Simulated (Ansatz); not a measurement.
Cd (hcp, Mg type)

```
CELL_PARAMETERS angstrom
      5.92405     0.00000     0.00000
     -1.48101     2.56519     0.00000
      0.00000     0.00000     5.79795
ATOMIC_POSITIONS crystal
  Cd 0.16667 0.66667 0.75000
  Cd 0.66667 0.66667 0.75000
  Cd 0.33333 0.33333 0.25000
  Cd 0.83333 0.33333 0.25000
```

A phonon eigenvector at M = (0.5, 0.0, 0.0) is frozen into this cell: atom i moves by Q times the vector below, so Q is the largest atomic displacement, in Å. The cell is held. (q is in reciprocal vectors of the primitive cell; the cell shown is doubled to hold the pattern.)

```
atom       x       y      z
----  ------  ------  -----
Cd1    0.500  -0.866  0.000
Cd2   -0.500   0.866  0.000
Cd3   -0.500   0.866  0.000
Cd4    0.500  -0.866  0.000
```

All values below come from r2SCAN (plane waves to 500 eV, PAW, scalar-relativistic; Ansatz, an electronic-structure program). k mesh 9×18×8 (Γ-centred), Fermi-Dirac smearing 0.05 eV. E stands for the smeared free energy. With partly filled bands, energies and forces of such displacements shift with the k mesh and the smearing. Cd was relaxed with its symmetry unable to fall. ΔE is measured from the undisplaced structure. The last digit holds for this mesh only.

| Q (Å) | ΔE (meV/cell) |
|---|---|
| -0.180 | 154.3 |
| -0.150 | withheld |
| -0.120 | 70.4 |
| -0.090 | 40.0 |
| -0.060 | 17.9 |
| -0.030 | 4.5 |
| 0.000 | 0.0 |
| 0.030 | 4.5 |
| 0.060 | 17.9 |
| 0.090 | 40.0 |
| 0.120 | 70.4 |
| 0.150 | withheld |
| 0.180 | 154.3 |

Question: Fit an even polynomial form (powers 2, 4) to the given rows and predict ΔE at Q = -0.150.

Answer: Least squares on the 11 given rows: ΔE = (4993)·Q² + (-7131)·Q⁴, in meV/cell with Q in Å; root-mean-square residual 0.02 meV/cell. At -0.150 the fit gives 108.7 meV/cell; the calculation gives 108.7 meV/cell, the same to the digits shown. The quadratic term alone would give 112.3 meV/cell.

(A displaced cell: forces are minus the slopes of the energy, force constants its curvatures, and phonons follow from these.)
